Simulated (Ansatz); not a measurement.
The elements of this relaxed trial crystal are hidden behind letters.

```
lattice vectors (Å)
   5.8374    0.0000    0.0000
   0.0000    5.8374    0.0000
   0.0000    0.0000    5.8374
fractional positions
X 0.0000 0.0000 0.0000
Z 0.5000 0.5000 0.0000
Z 0.5000 0.0000 0.5000
Z 0.0000 0.5000 0.5000
Q 0.7413 0.7413 0.2587
Q 0.7413 0.2587 0.7413
Q 0.2587 0.7413 0.7413
Q 0.2587 0.2587 0.2587
```

Computed with Ansatz, DFT PBE, scalar-relativistic, plane waves, PAW. Settings of the last relaxation (8-atom cell): 420 eV, 6×6×6 k points, Gaussian smearing of 0.02 eV, no spin polarisation.

- Space group: P-43m (No. 215)
- Conventional cell: a = 5.837 Å
- Volume per atom: 24.86 Å³
- Density: 3.55 g/cm³
- Formation energy: −0.531 eV/atom
- Gap on the 6×6×6 mesh of the 8-atom cell: 1.66 eV

Energies are uncorrected and count from the elements' standard states at the same level.

Q: X is a d-block element of period 4, Z is a p-block element of period 3 and Q is a p-block element of period 4. Which elements are they?

A: X = Sc, Z = Al, Q = As, so the formula is ScAl3As4. Density times volume gives a mean mass of 3.55 × 24.86/1.6605 = 53.1 u per atom, and this set has 53.2 u. Sc has 4 As at 2.62 Å; Al has 4 As at 2.50 Å; As has 3 Al at 2.50 Å and 1 Sc at 2.62 Å. Other sets within the hints have nearly the same mass, so mass alone doesn't settle it; this one was computed.

Kohn–Sham gaps at this level usually fall short of measured ones. A structure relaxed within its symmetry needn't be a true minimum. Another cell of the same search, in P3m1, lies 54 meV/atom lower, so this cell isn't the stable form at this level.
